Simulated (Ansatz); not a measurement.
ZnCu2SnS4:
```
CELL_PARAMETERS angstrom
     -2.72591     2.72591     5.44068
      2.72591    -2.72591     5.44068
      2.72591     2.72591    -5.44068
ATOMIC_POSITIONS crystal
  Cu 0.00000 0.00000 0.00000
  Cu 0.75000 0.25000 0.50000
  Zn 0.25000 0.75000 0.50000
  Sn 0.50000 0.50000 0.00000
  S  0.37316 0.88603 0.00346
  S  0.11397 0.11743 0.48713
  S  0.88257 0.36970 0.99654
  S  0.63030 0.62684 0.51287
```

Relaxed with HSE06.

Q: Give the Bader charges and basin volumes of the independent atoms, HSE06 (plane waves, PAW; program Ansatz).

A: 

| atom | Bader charge (e) | Bader volume (Å³) |
|---|---|---|
| Cu1 | +0.50 | 14.4 |
| Cu2 | +0.49 | 14.4 |
| Zn3 | +0.97 | 13.2 |
| Sn4 | +1.59 | 18.1 |
| S5 | -0.89 | 25.4 |

Space group I-4. The HSE06 relaxation kept the symmetry of its start. No spin polarisation was allowed. Scalar-relativistic: spin–orbit coupling is off unless named, which matters more the heavier the elements.

Potentials: the later of the program's two PAW sets.
